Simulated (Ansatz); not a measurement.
Sb₂Mo:
Space group Cmc2₁ (No. 36); a = 3.3767 Å, b = 12.7982 Å, c = 5.8935 Å, α = 90.00°, β = 90.00°, γ = 90.00°

```csv
atom,site,symmetry,x,y,z
Mo,4a,m..,0.0000,0.0984,0.4987
Sb,4a,m..,0.0000,0.4390,0.3606
Sb,4a,m..,0.0000,0.7097,0.2158
```
(The calculation used a cell of 6 atoms; values per cell refer to that cell.)

Relaxed with PBEsol.

Q: Which orbitals make up the states near the Fermi level in DFT-PBEsol in the program Ansatz with PAW potentials?

A: Within 0.5 eV of the Fermi level: Mo 4d 71 %, Sb 5p 22 %. Projections are on Löwdin-orthogonalised atomic valence shells; empty p or d shells of many metals are not among them.

Q: Tabulate the density of states.

A: States/eV per cell of 6 atoms, in 0.25 eV bins, energy from the Fermi level.

```
E (eV)  total  Sb 5p  Mo 4d  Sb 5s
------  -----  -----  -----  -----
-7.85    0.00   0.00   0.00   0.00
-7.60    0.00   0.00   0.00   0.00
-7.35    0.00   0.00   0.00   0.00
-7.10    0.00   0.00   0.00   0.00
-6.85    0.00   0.00   0.00   0.00
-6.60    0.00   0.00   0.00   0.00
-6.35    0.00   0.00   0.00   0.00
-6.10    0.24   0.18   0.03   0.01
-5.85    1.67   1.21   0.24   0.07
-5.60    2.11   1.55   0.32   0.08
-5.35    3.38   2.44   0.63   0.13
-5.10    3.65   2.52   0.75   0.18
-4.85    2.69   1.80   0.56   0.16
-4.60    3.40   2.21   0.80   0.19
-4.35    4.07   2.54   1.11   0.24
-4.10    2.97   1.78   0.87   0.19
-3.85    2.42   1.43   0.75   0.13
-3.60    3.79   2.26   1.19   0.18
-3.35    3.87   2.12   1.43   0.18
-3.10    4.64   2.47   1.84   0.18
-2.85    5.08   2.54   2.20   0.19
-2.60    6.28   3.02   2.91   0.17
-2.35    6.46   3.00   3.13   0.14
-2.10    5.22   2.51   2.45   0.10
-1.85    5.13   2.48   2.40   0.09
-1.60    5.00   2.10   2.68   0.09
-1.35    4.11   1.44   2.49   0.07
-1.10    4.02   1.14   2.62   0.09
-0.85    4.49   1.06   3.13   0.11
-0.60    5.40   1.04   4.03   0.14
-0.35    4.42   0.69   3.47   0.12
-0.10    1.56   0.26   1.20   0.04
0.15     1.85   0.54   1.15   0.10
0.40     3.01   0.94   1.80   0.16
0.65     3.60   1.11   2.12   0.22
0.90     5.16   1.34   3.22   0.37
1.15     4.90   1.20   3.11   0.35
1.40     4.01   1.16   2.26   0.33
1.65     4.67   1.51   2.38   0.50
1.90     3.71   1.33   1.72   0.44
2.15     4.20   1.59   1.81   0.50
2.40     4.40   1.83   1.75   0.50
2.65     4.15   1.91   1.48   0.38
2.90     3.68   1.85   1.11   0.28
3.15     3.97   2.02   1.15   0.26
3.40     3.85   2.15   0.93   0.19
3.65     4.49   2.48   0.98   0.19
3.90     3.09   1.78   0.64   0.13
4.15     4.67   2.60   0.96   0.12
4.40     4.46   2.56   0.83   0.10
4.65     3.92   2.15   0.66   0.08
```

Space group Cmc2_1. The start of the workflow was typed in or built on a structure type; neither database checked (COD, Materials Project) lists it. Its standing as an ambient phase is unchecked. The cell was relaxed with PBEsol under the symmetry of its start; whether a distortion lowers the energy is not shown. No spin polarisation was allowed. The volume moved by -18 % from the start of the relaxation. Spin–orbit coupling is left out wherever it is not named.

Potentials: the later of the program's two PAW sets.
